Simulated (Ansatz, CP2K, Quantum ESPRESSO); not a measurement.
**One calculation of Ir, 3 ways**

```
CELL_PARAMETERS angstrom
2.71487 0.00000 0.00000
0.00000 2.71487 0.00000
0.00000 0.00000 24.59850
ATOMIC_POSITIONS crystal
Ir 0.50000 0.50000 0.30490
Ir 0.00000 0.00000 0.38294
Ir 0.50000 0.50000 0.46098
Ir 0.00000 0.00000 0.53902
Ir 0.50000 0.50000 0.61706
Ir 0.00000 0.00000 0.69510
```

Alike in all runs: functional PBE; k mesh 10 × 10 × 1; occupations fermi-dirac, width 0.05 eV; no spin polarisation; no spin-orbit coupling.

```tsv
program and potentials	plane-wave cutoff (eV)	notes	band gap (eV)	largest force (eV/Å)
Ansatz, Ansatz PAW	420	-	?	?
Quantum ESPRESSO, PseudoDojo 0.4.1 SR PBE standard	925	-	no gap	1.011
CP2K, POTENTIAL_UZH Ir GTH-PBE-q17; TZVP-MOLOPT-PBE-GTH basis	-	atomic basis	no gap	1.003
```

Problem. Estimate from the other rows what the run with Ansatz, Ansatz PAW gave.

Solution. No band gap; largest force 1.014 eV/Å. The other rows, which needn't bracket it: largest force 1.003 to 1.011.
